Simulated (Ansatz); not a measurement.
Here is the system:

Relaxed TaN (rock salt):

```xyz
4
Lattice="0.0000 4.3963 4.3963 2.1982 0.0000 2.1982 2.1982 2.1982 0.0000" Properties=species:S:1:pos:R:3 pbc="T T T"
N      0.0000     0.0000     0.0000
N      0.0000     2.1982     2.1982
Ta     2.1982     2.1982     2.1982
Ta     2.1982     4.3963     4.3963
```

In each cell atom 3 (Ta, nearest neighbour N at 2.198 Å; its periodic images, 3.1 Å or more away, move with it) moves by s·(1.000, 0.000, 0.000) (along Cartesian x), the rest being held.

The numbers are results of r2SCAN (plane waves to 500 eV, PAW, scalar-relativistic; Ansatz, a program for electronic structure), not measurements. k mesh 15×15×15 (Γ-centred), Fermi-Dirac smearing 0.05 eV. The energy includes the smearing's −TS. Left out: 2 of 11 points, with atoms too close for the PAW data. With partly filled bands, energies and forces of such displacements shift with the k mesh and the smearing. Spin-orbit coupling is left out, though Ta is heavy. TaN is run without spin polarisation. TaN was relaxed with its symmetry unable to fall. This is a high-temperature form of TaN. ΔE is measured from the undisplaced structure.

The scan covers s from -0.352 to 0.352 Å in 9 points.

### Question
Is the energy the same for equal positive and negative displacements?

### Answer
Even: the same for both signs. With its periodic images moving along, the atom's site symmetry in this cell is -3m.

### Question
What force acts on the atom along the line at s = -0.352 Å?

### Answer
4.88 eV/Å.

### Question
What is the energy change at s = 0.352 Å?

### Answer
626 meV/cell.

### Question
What is the force constant k = d²E/ds² of this move at s = 0?

### Answer
7.10 eV/Å².

(For displaced atoms, the force is minus the slope of the energy, and its curvature is a force constant, which sets phonon frequencies.)
